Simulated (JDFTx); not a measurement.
Unstrained cell:

Rh(111) slab cut from bulk Rh (space group Fm-3m, indices of the conventional cell, lattice of the Materials Project entry mp-74, not re-optimised): 4 atoms in 4 planes, a 1x1 cell of 6.27 Å² (|a| = 2.691, |b| = 2.691 Å), 6.6 Å between the outermost planes, cell height 22.6 Å, 10×10×1 k mesh, Fermi smearing 0.01 Ha, no spin polarisation.

Method: PBE, GBRV ultrasoft potentials, plane waves to 20/100 Ha, in JDFTx (a modified build). The in-plane lattice is scaled by the biaxial strain ε at a fixed k mesh and cell height, and all atoms off the mid-plane are relaxed in vacuum within the cell's symmetry. Zero strain is the lattice given, not this level's minimum.

Liquid: linear PCM (GLSSA13), water, 1 M KCl. SHE scale: U = −μ/e − 4.44 V, by convention.

| ε (%) | U_pzc (V vs SHE) |
|---|---|
| -3 | 0.54 |
| -1.5 | withheld |
| 0 | 0.47 |
| 1.5 | 0.43 |
| 3 | 0.39 |

Fit U_pzc = sε + U₀ to the other rows by least squares, predict the withheld value, and compare with the run.

The fit gives s (V/%) = -0.0250, U₀ (V) = 0.467, with a root-mean-square miss of 0.002 V on its own rows. It predicts 0.50 V; the run gives 0.50 V, the same to these digits.
